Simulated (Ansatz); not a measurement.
GaSb (zinc blende)

```xyz
2
Lattice="0.0000 3.1068 3.1068 3.1068 0.0000 3.1068 3.1068 3.1068 0.0000" Properties=species:S:1:pos:R:3 pbc="T T T"
Sb     4.6601     4.6601     4.6601
Ga     0.0000     0.0000     0.0000
```

The slice is a {111} plane (indices of the conventional cell) through the point (0.000, 0.000, 0.000) (fractional), spanned by u = [100] and v = [-1 2 0] in vectors of this cell: u (4.39 Å) and v (7.61 Å, at 90° to u). It covers one period; positions are fractions (u, v).

Level of theory: PBE (plane waves to 420 eV, PAW, scalar-relativistic; Ansatz, an electronic-structure program). k mesh 13×13×13. Inside the PAW spheres the values are not all-electron values, and peaks at nuclei hang on which shells count as valence. At this level the bands of GaSb touch or barely overlap; measurements give the solid a gap. GaSb was relaxed with its symmetry unable to fall. Spin-orbit coupling is left out, though Sb is heavy.

**Question.** Predict the map of the electron localisation function (ELF) on the slice.

**Answer.** 
```
|xxxx3344889988778899884433xx|
|2233446699886655668899664433|
|3333559999665555556699995533|
|4444668888665555556688886644|
|2233557777665555556677775533|
|0011225577776666667777552211|
|0000114466889999998866441100|
|0000003355888899888855330000|
|0000113344444444444444331100|
|1111223333333322333333332211|
|333344443333xxxxxx3333444433|
|667777664422xxxxxx2244667777|
|778899884433xxxxxx3344889988|
|5566889966443322334466998866|
|5555669999553333335599996655|
|5555668888664444446688886655|
|5555667777553322335577776655|
|6666777755221100112255777766|
|9999886644110000001144668899|
|9988885533000000000033558888|
|4444444433110000001133444444|
|2233333333221111112233333333|
|xxxx3333444433333344443333xx|
|xxxx2244667777667777664422xx|
```
Scale: ten equal steps from 0.02 (start of '0') to 0.69 (end of '9'), in the order '0123456789'. Values: electron localisation function (ELF). The map has 14 points along u (two characters each, u = 0 at the left) and 24 along v (v = 0 in the bottom row). Points within 0.5 Å of a nucleus are blanked (x), as the pseudised field means little there.
